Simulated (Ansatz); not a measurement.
Relaxed Te (trigonal-Te type, space group P3_121):

```
Te
1.0
    4.62412     0.00000     0.00000
   -2.31206     4.00460     0.00000
    0.00000     0.00000     5.90339
Te
3
Direct
  0.25335   0.00000   0.33333
  0.00000   0.25335   0.66667
  0.74665   0.74665   0.00000
```

In this cell atom 2 (Te, nearest neighbour Te at 2.827 Å; its periodic images, 4.6 Å or more away, move with it) is moved by u·(1.000, 0.000, 0.000) + v·(0.000, 1.000, 0.000); the rest is frozen.

These are r2SCAN (plane waves to 500 eV, PAW, scalar-relativistic; Ansatz, a program for electronic structure) values and carry that method's errors. k mesh 7×7×5 (Γ-centred), Fermi-Dirac smearing 0.05 eV. As the smearing reaches across the gap at some points, energies and forces of such displacements shift with the k mesh and the smearing. Fu and Fv are the components of the force on the atom. Spin-orbit coupling is left out, though Te is heavy. Te was relaxed with its symmetry unable to fall. The last digit holds for this mesh only.

Changes of Fu (eV/Å) from the point u = 0.000 Å, v = 0.000 Å when one coordinate moves alone (two changes are said to add if the coupling is within 5 % of the smaller one, nearly so within 20 %):

```
point                      change
-------------------------  ------
u = 0.000 Å, v = -0.420 Å  -0.562
u = 0.000 Å, v = -0.280 Å  -0.324
u = 0.000 Å, v = -0.140 Å  -0.132
u = -0.420 Å, v = 0.000 Å   0.890
u = -0.280 Å, v = 0.000 Å   0.694
u = -0.140 Å, v = 0.000 Å   0.385
u = 0.140 Å, v = 0.000 Å   -0.450
u = 0.280 Å, v = 0.000 Å   -0.953
u = 0.420 Å, v = 0.000 Å   -1.485
u = 0.000 Å, v = 0.140 Å    0.057
u = 0.000 Å, v = 0.280 Å    0.029
u = 0.000 Å, v = 0.420 Å   -0.093
```

Task: Do the two effects add at u = 0.420 Å, v = -0.280 Å? Give the computed change.

Result: The sum of the single changes is -1.485 + (-0.324) = -1.809; the calculation gives -2.142, so the coupling contributes -0.333 (over 20 % of the smaller single change, not additive).

Task: What is the change at u = 0.140 Å, v = -0.280 Å, where both move, and how far is it from the sum?

Result: The sum of the single changes is -0.450 + (-0.324) = -0.774; the calculation gives -0.873, so the coupling contributes -0.099 (over 20 % of the smaller single change, not additive).

(For displaced atoms, the force is minus the slope of the energy, and its curvature is a force constant, which sets phonon frequencies.)
